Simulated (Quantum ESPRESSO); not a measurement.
## Kohn-Sham bands of TaN (P-62m)

```yaml
crystal:
  lattice:
    - [5.20850, 0.00000, 0.00000]
    - [-2.60425, 4.51069, 0.00000]
    - [0.00000, 0.00000, 2.91475]
  atoms:
    - { symbol: Ta, position: [0.00000, 0.00000, 0.00000] }
    - { symbol: Ta, position: [0.33333, 0.66667, 0.50000] }
    - { symbol: Ta, position: [0.66667, 0.33333, 0.50000] }
    - { symbol: N, position: [0.39239, 0.00000, 0.00000] }
    - { symbol: N, position: [0.60761, 0.60761, 0.00000] }
    - { symbol: N, position: [0.00000, 0.39239, 0.00000] }
```

Materials Project entry mp-1279; symmetrised, unrelaxed at this level. COD (Crystallography Open Database) has the formula in 5 space groups, this one among them (matched by group alone). Method: PBEsol plane waves in Quantum ESPRESSO 7.5 (PseudoDojo norm-conserving files, 68 Ry, no spin polarisation, no spin-orbit coupling), Bloch states on a 6×6×8 mesh through Γ, Wannier90 4.0.1. Density: 12×12×10 mesh, cold smearing 0.01 Ry. Spin-orbit coupling is left out although heavy elements are present.

### Question
List the Kohn-Sham levels between −8 and 3.0 eV relative to the Fermi level at the high-symmetry points, as a band run of pw.x on that density gives them (levels within 2 meV counted together).

### Answer
| point | k (reciprocal lattice) | levels (eV) |
|---|---|---|
| Γ | 0.000 0.000 0.000 | -6.56 (×2), -6.49, -5.74 (×2), -5.04 (×2), -4.25, -3.35, -1.94, -0.94 (×2), 0.57 (×2), 1.77, 1.87 (×2), 2.47 |
| M | 0.500 0.000 0.000 | -7.97, -7.77, -5.80, -5.65, -5.21, -4.71, -4.61, -3.91, -3.86, -2.86, -2.65, 1.16, 1.77, 1.88, 2.38, 2.39, 2.48 |
| K | 0.333 0.333 0.000 | -5.71, -5.08 (×2), -5.00 (×2), -4.06, -3.70, -2.61 (×2), 1.17, 1.64 (×2), 2.01, 2.67 (×2), 2.90 |
| A | 0.000 0.000 0.500 | -7.87 (×2), -7.24 (×2), -5.39, -4.50 (×2), -4.36, -2.86 (×2), 1.88 (×2), 1.97, 2.15 (×2) |
| L | 0.500 0.000 0.500 | -7.80, -7.65, -7.60, -6.94, -6.29, -5.46, -4.73, -4.03, -3.25, -1.96, -0.96, 0.48, 1.32 |
| H | 0.333 0.333 0.500 | -7.31 (×2), -6.96, -6.82, -6.57, -4.03 (×2), -2.55 (×2), -1.72, 2.47 (×2), 2.51, 2.57 (×2) |
